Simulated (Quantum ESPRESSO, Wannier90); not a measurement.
# ZrO2 (P4₂/nmc): Wannier90 run

```
ZrO2
1.0
    3.60017     0.00000     0.00000
    0.00000     3.60017     0.00000
    0.00000     0.00000     5.22516
Zr O
2 4
Cartesian
  0.00000   0.00000   0.00000
  1.80008   1.80008   2.61258
  0.00000   1.80008   1.57680
  0.00000   1.80008  -1.03578
  1.80008   0.00000   1.03578
  1.80008   0.00000  -1.57680
```

Cell from Materials Project (mp-2574), symmetrised, no further relaxation. COD (Crystallography Open Database) has the formula in 4 space groups, this one among them (matched by group alone). Method: PBE plane waves in Quantum ESPRESSO 7.5 (PseudoDojo norm-conserving files, 68 Ry, no spin polarisation, no spin-orbit coupling), Bloch states on a 6×6×4 mesh through Γ, Wannier90 4.0.1. Density: 8×8×6 mesh, cold smearing 0.01 Ry.

Functional, cutoff and mesh named above are those of the base row (6×6×4); the first column says what each row takes instead. Model: 16 functions from bands 9-24, start SCDM (isolated) (the valence bands). Energies are relative to the valence-band maximum; the misfit is to pw.x on a path, for all bands of the set. Only the mesh of Bloch states changes. Ω_total can sit in another minimum from row to row; Ω_I of an isolated set cannot.

```tsv
mesh	Ω_I (Å²)	Ω_total (Å²)	rms misfit (meV)	k-points (cost)	rough cost of nscf and overlaps (first row = 1)
2×2×2	11.04	12.67	61	8	1.0
3×3×2	12.29	13.95	24	18	2.3
4×4×3	13.11	14.76	5.2	48	4
5×5×3	13.38	15.01	3.5	75	6
6×6×4	13.64	15.25	0.6	144	11
7×7×5	13.78	15.39	0.4	245	21
```
